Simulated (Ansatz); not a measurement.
MoS2:
Space group P6₃/mmc (No. 194); a = b = 3.1494 Å, c = 12.0886 Å, α = β = 90.00°, γ = 120.00°

```csv
atom,site,symmetry,x,y,z
Mo,2d,-6m2,0.6667,0.3333,0.2500
S,4f,3m.,0.3333,0.6667,0.1205
```

Relaxed at zero pressure with plane-wave PAW PBE+D3(BJ) (Ansatz code).

Task: The volume is raised by 3 % and shape and atoms relax at that volume. What pressure results, and how do the axes share the change?

Result: -1.2 GPa; a 0.4 %, b 0.4 %, c 2.2 %; the energy rises by 2 meV/atom.

Task: Give the new structure.

Result: 
Space group P6₃/mmc (No. 194); a = 3.161 Å, b = 3.161 Å, c = 12.360 Å, α = 90.00°, β = 90.00°, γ = 120.00°

```csv
atom,site,symmetry,x,y,z
Mo,2d,-6m2,0.6667,0.3333,0.2500
S,4f,3m.,0.3333,0.6667,0.1234
```

The phase is kept; no other phase was compared at this pressure.

Space group P6_3/mmc. Symmetry was held in the PBE+D3(BJ) relaxation; phonons on a q-mesh show no instability. The run is not spin-polarised.

Potentials: the later of the program's two PAW sets.
